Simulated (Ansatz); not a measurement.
## Thermal properties of CrGe4Mo from its phonons

Level of theory: DFT PBE, scalar-relativistic, plane waves, PAW (Ansatz 0.2.0). Settings: 420 eV plane-wave cutoff, Γ-centred 10×10×8 mesh, Fermi-Dirac smearing of 0.15 eV. No spin polarisation. Phonons by linear response, acoustic sum rule imposed.

The cell, relaxed at this level:
```xyz
6
Lattice="2.3272 -4.1049 0.0000 2.3272 4.1049 0.0000 0.0000 0.0000 4.6522" Properties=species:S:1:pos:R:3 pbc="T T T"
Cr    0.0000    0.0000    0.0000
Ge    2.3272   -1.3295    0.0000
Ge    2.3272    2.7903    2.3261
Ge    2.3272    1.3295    0.0000
Ge    2.3272   -2.7903    2.3261
Mo    2.3272    0.0000    2.3261
```

It was reached by relaxing an invented guess, and it needn't be the stable form of this composition. In a metal, frequencies and elastic constants depend on the k mesh and the smearing, soft modes and shear constants most. The q mesh is coarse, so values between its points are rough.

Force constants from linear response on a 2×2×2 q mesh, interpolated to a fine mesh.

(1) What is the zero-point energy per atom?

(2) How large are the vibrational entropy and heat capacity at 300 K?

(3) Tabulate them against temperature.

Results:

(1) 33.7 meV.

(2) S = 3.64 k_B and C_V = 2.81 k_B per atom, 94 % of the Dulong–Petit value.

(3)
| T (K) | F_vib (meV/atom) | S (k_B/atom) | C_V (k_B/atom) |
| --- | --- | --- | --- |
| 100 | 31.0 | 1.00 | 1.76 |
| 200 | 15.4 | 2.54 | 2.59 |
| 300 | -11.5 | 3.64 | 2.81 |
| 400 | -46.6 | 4.46 | 2.89 |
| 500 | -88.0 | 5.11 | 2.93 |
| 600 | -134.4 | 5.65 | 2.95 |
| 700 | -185.1 | 6.11 | 2.96 |
| 800 | -239.5 | 6.50 | 2.97 |
| 900 | -297.1 | 6.85 | 2.98 |
| 1000 | -357.5 | 7.17 | 2.98 |
